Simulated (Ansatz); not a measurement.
## ZrSi₃O₈: computed properties

Method: DFT PBE, scalar-relativistic, plane waves, PAW in Ansatz 0.2.0.

Plane waves to 420 eV, a k mesh through Γ of 4×4×4 on the computed 12-atom cell and Gaussian smearing (0.02 eV); no spin polarisation.

The structure is relaxed at this level of theory with its symmetry kept, and needn't be the ground state of this composition.

```cif
data_structure
_symmetry_space_group_name_H-M 'C2'
_symmetry_Int_Tables_number 5
_cell_length_a 7.5264
_cell_length_b 7.6618
_cell_length_c 7.6156
_cell_angle_alpha 90.000
_cell_angle_beta 90.034
_cell_angle_gamma 90.000
_cell_volume 439.16
loop_
_atom_site_label
_atom_site_type_symbol
_atom_site_symmetry_multiplicity
_atom_site_Wyckoff_symbol
_atom_site_fract_x
_atom_site_fract_y
_atom_site_fract_z
_atom_site_occupancy
Zr1 Zr 2 a 0.50000 0.02011 0.00000 1
Si1 Si 4 c 0.72561 0.75045 0.73035 1
Si2 Si 2 b 0.50000 0.47693 0.50000 1
O1 O 4 c 0.14094 0.09892 0.60579 1
O2 O 4 c 0.69468 0.16301 0.09026 1
O3 O 4 c 0.38855 0.35079 0.63164 1
O4 O 4 c 0.42638 0.88849 0.20868 1
```

Formation energy from the elements' standard states (uncorrected)?

-2.870 eV/atom.

Kohn–Sham band gap?

5.18 eV, direct at Γ.

Orbital (Löwdin) character of the top 1 eV of the valence band?

O 2p 95 %.

Orbital (Löwdin) character of the lowest 1 eV of the conduction band?

Zr 4d 67 %, O 2p 13 %, Zr 5s 7 %, unprojected 4 %.

Electron masses at the edge by direction of the standard setting (m_e; one valley, along these axes only; no spin-orbit coupling)?

x: 0.69; y: 0.72; z: 0.65.

Hole masses at the edge by direction of the standard setting (m_e; one valley, along these axes only; no spin-orbit coupling)?

x: 5.7, 2.0; y: 3.1, 2.7; z: 2.5, 2.6.

The cell was found from a structure generator's guess, not taken from experiment. Kohn–Sham gaps at this level usually fall short of measured ones. Löwdin shares on free-atom orbitals overweight diffuse shells in the empty bands.
